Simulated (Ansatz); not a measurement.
**SiC with Sr replacing Si: gradients before and after relaxing the atoms**

Start: a supercell of SiC (wurtzite type, P6_3mc) built from an entry of the Crystallography Open Database (COD), with all atoms left at the host's positions.

```
Sr Si C
1.0
     6.15200    0.00000    0.00000
    -4.61400    7.99168    0.00000
     0.00000    0.00000   10.09600
Sr Si C
1 23 24
Direct
  0.16667 0.22222 0.00000
  0.16667 0.22222 0.50000
  0.16667 0.55556 0.00000
  0.16667 0.55556 0.50000
  0.16667 0.88889 0.00000
  0.16667 0.88889 0.50000
  0.66667 0.22222 0.00000
  0.66667 0.22222 0.50000
  0.66667 0.55556 0.00000
  0.66667 0.55556 0.50000
  0.66667 0.88889 0.00000
  0.66667 0.88889 0.50000
  0.33333 0.11111 0.25000
  0.33333 0.11111 0.75000
  0.33333 0.44444 0.25000
  0.33333 0.44444 0.75000
  0.33333 0.77778 0.25000
  0.33333 0.77778 0.75000
  0.83333 0.11111 0.25000
  0.83333 0.11111 0.75000
  0.83333 0.44444 0.25000
  0.83333 0.44444 0.75000
  0.83333 0.77778 0.25000
  0.83333 0.77778 0.75000
  0.16667 0.22222 0.19250
  0.16667 0.22222 0.69250
  0.16667 0.55556 0.19250
  0.16667 0.55556 0.69250
  0.16667 0.88889 0.19250
  0.16667 0.88889 0.69250
  0.66667 0.22222 0.19250
  0.66667 0.22222 0.69250
  0.66667 0.55556 0.19250
  0.66667 0.55556 0.69250
  0.66667 0.88889 0.19250
  0.66667 0.88889 0.69250
  0.33333 0.11111 0.44250
  0.33333 0.11111 0.94250
  0.33333 0.44444 0.44250
  0.33333 0.44444 0.94250
  0.33333 0.77778 0.44250
  0.33333 0.77778 0.94250
  0.83333 0.11111 0.44250
  0.83333 0.11111 0.94250
  0.83333 0.44444 0.44250
  0.83333 0.44444 0.94250
  0.83333 0.77778 0.44250
  0.83333 0.77778 0.94250
```

Atoms are numbered from 1 in the order listed; like atoms form one site, named after its first atom.

All values are calculated (Ansatz; DFT, PBE, plane waves and PAW, scalar-relativistic, collinear spin, 420 eV cutoff, Γ-centred 4×3×2 k-points, Fermi–Dirac smearing 0.01 eV, cell charge -1), not measured. Start moments as typed (μB): 1 on each Sr, none on the rest.

The largest force at the start is 11 eV/Å. Relaxing the ions at fixed cell moves them by 0.472 Å at most (atom 44, C) and 0.133 Å rms.

```json
{"site": "Sr", "atom": "1", "moved (Å)": "0.072", "first shell before": "4 C at 1.87–1.94 Å", "first shell after": "4 C at 2.28–2.34 Å", "V_zz before (10²¹ V/m²)": "-16.94", "η before": "0.05"}
{"site": "Si3", "atom": "3", "moved (Å)": "0.022", "first shell before": "4 C at 1.87–1.94 Å", "first shell after": "4 C at 1.80–1.91 Å", "V_zz before (10²¹ V/m²)": "1.99", "η before": "0.22"}
{"site": "Si4", "atom": "4", "moved (Å)": "0.031", "first shell before": "4 C at 1.87–1.94 Å", "first shell after": "4 C at 1.86–1.89 Å", "V_zz before (10²¹ V/m²)": "1.58", "η before": "0.18"}
{"site": "Si7", "atom": "7", "moved (Å)": "0.049", "first shell before": "4 C at 1.87–1.94 Å", "first shell after": "4 C at 1.81–1.90 Å", "V_zz before (10²¹ V/m²)": "1.64", "η before": "0.55"}
{"site": "Si8", "atom": "8", "moved (Å)": "0.029", "first shell before": "4 C at 1.87–1.94 Å", "first shell after": "4 C at 1.85–1.88 Å", "V_zz before (10²¹ V/m²)": "1.59", "η before": "0.01"}
{"site": "Si9", "atom": "9", "moved (Å)": "0.072", "first shell before": "4 C at 1.87–1.94 Å", "first shell after": "4 C at 1.79–1.91 Å", "V_zz before (10²¹ V/m²)": "1.86", "η before": "0.19"}
{"site": "Si13", "atom": "13", "moved (Å)": "0.103", "first shell before": "4 C at 1.87–1.94 Å", "first shell after": "4 C at 1.80–1.90 Å", "V_zz before (10²¹ V/m²)": "1.62", "η before": "0.41"}
{"site": "Si14", "atom": "14", "moved (Å)": "0.072", "first shell before": "4 C at 1.87–1.94 Å", "first shell after": "4 C at 1.82–1.91 Å", "V_zz before (10²¹ V/m²)": "1.74", "η before": "0.15"}
{"site": "Si15", "atom": "15", "moved (Å)": "0.093", "first shell before": "4 C at 1.87–1.94 Å", "first shell after": "4 C at 1.80–1.90 Å", "V_zz before (10²¹ V/m²)": "1.65", "η before": "0.54"}
{"site": "Si16", "atom": "16", "moved (Å)": "0.067", "first shell before": "4 C at 1.87–1.94 Å", "first shell after": "4 C at 1.80–1.93 Å", "V_zz before (10²¹ V/m²)": "1.48", "η before": "0.28"}
{"site": "Si19", "atom": "19", "moved (Å)": "0.098", "first shell before": "4 C at 1.87–1.94 Å", "first shell after": "4 C at 1.80–1.90 Å", "V_zz before (10²¹ V/m²)": "1.62", "η before": "0.43"}
{"site": "Si20", "atom": "20", "moved (Å)": "0.077", "first shell before": "4 C at 1.87–1.94 Å", "first shell after": "4 C at 1.82–1.91 Å", "V_zz before (10²¹ V/m²)": "1.73", "η before": "0.16"}
{"site": "Si21", "atom": "21", "moved (Å)": "0.018", "first shell before": "4 C at 1.87–1.94 Å", "first shell after": "4 C at 1.88 Å", "V_zz before (10²¹ V/m²)": "1.80", "η before": "0.03"}
{"site": "C40", "atom": "40", "moved (Å)": "0.404", "first shell before": "1 Sr at 1.87 Å, 3 Si at 1.87–1.94 Å", "first shell after": "3 Si at 1.79–1.80 Å", "V_zz before (10²¹ V/m²)": "-1.05", "η before": "0.34"}
{"site": "C44", "atom": "44", "moved (Å)": "0.472", "first shell before": "3 Si at 1.87–1.94 Å, 1 Sr at 1.87 Å", "first shell after": "3 Si at 1.82 Å, 1 Sr at 2.29 Å", "V_zz before (10²¹ V/m²)": "0.56", "η before": "0.84"}
{"site": "C47", "atom": "47", "moved (Å)": "0.043", "first shell before": "4 Si at 1.87–1.94 Å", "first shell after": "4 Si at 1.88–1.89 Å", "V_zz before (10²¹ V/m²)": "0.20", "η before": "0.04"}
```

(1) What are V_zz and η after the relaxation?

Answers

(1) 

| site | atom | V_zz after | η after | change of V_zz |
| --- | --- | --- | --- | --- |
| Sr | 1 | -4.16 | 0.43 | +12.78 |
| Si3 | 3 | 2.49 | 0.33 | +0.50 |
| Si4 | 4 | 0.52 | 0.29 | – |
| Si7 | 7 | -2.03 | 0.34 | – |
| Si8 | 8 | -0.45 | 0.29 | -2.04 |
| Si9 | 9 | -2.48 | 0.51 | – |
| Si13 | 13 | -2.17 | 0.67 | – |
| Si14 | 14 | 0.92 | 0.49 | – |
| Si15 | 15 | -2.23 | 0.41 | – |
| Si16 | 16 | -1.72 | 0.56 | -3.20 |
| Si19 | 19 | -2.18 | 0.65 | – |
| Si20 | 20 | 1.02 | 0.57 | – |
| Si21 | 21 | 0.20 | 0.78 | -1.60 |
| C40 | 40 | -2.17 | 0.06 | -1.12 |
| C44 | 44 | 0.96 | 0.71 | +0.40 |
| C47 | 47 | 0.17 | 0.66 | -0.03 |

The largest change of V_zz along a kept axis is on Sr, from -16.94 to -4.16. Small gradients that grow severalfold: C42 (-0.41 to -1.41). In per cent, |V_zz| changes by -75 on Sr (all sites that start above 2). Where |V_zz| stays above 0.1 and the axes keep their order, η moves most on Si21, from 0.03 to 0.78. On Si3, C31, C29, C35, C27 (not all in the table) V_xx and V_yy change places (or their axes turn by over 50°), so the two values of η hide a larger change. V_zz changes sign on Si8 (axis turned by 26°), Si16 (axis turned by 18°), C32 (axis turned by 33°) (not all in the table). On Si9, Si14, Si20, Si15, Si7, Si19, Si13, Si4 and 10 more sites (not all in the table) the largest principal value lies along another axis in the second run, so the two V_zz can't be compared directly. The table leaves out 32 of the 48 sites, with |V_zz| up to 2.33; their tensors move by 1.79 at most along any direction. The statements above cover all sites. The electronic state changes along with the positions (a gap opens), so the changes aren't those of geometry alone. The host's own positions weren't relaxed first, so part of the change far from the defect can be the host's relaxation.

The defect repeats with the cell of 48 atoms, so it feels its images: sites between two images don't show the values beside a lone defect, and zeros or small values of η there can come from the images' arrangement. C and Si carry a gradient in the pure host already, so the values there aren't the defect's effect alone. A uniform background compensates the cell's charge. Without spin–orbit coupling (the program notes it for Sr) the gradients can shift somewhat, as the gap is small. The run lost most of its start moments on Sr; a state with other moments may lie lower.
Before: Forces reach 0.8 eV/Å even beyond 5.5 Å from the defect, so the host's positions may themselves be off equilibrium. The defect cell has no gap above 0.1 eV on its mesh, so the values can hang on the smearing and the k-mesh. The cell keeps the host's lattice, where the PBE pressure is 11 GPa (in a charged cell this depends on the convention for the mean potential). The neighbours have not yet relaxed around the defect (largest force 11 eV/Å), so the values at and beside it are those of a strained start, not of the defect in a real crystal.
After: With a gap of 0.5 eV on this mesh, small gradients can still move by 0.1 × 10²¹ V/m² or more as the k-mesh gets denser. The cell keeps the host's lattice, where the PBE pressure is 9 GPa (in a charged cell this depends on the convention for the mean potential).
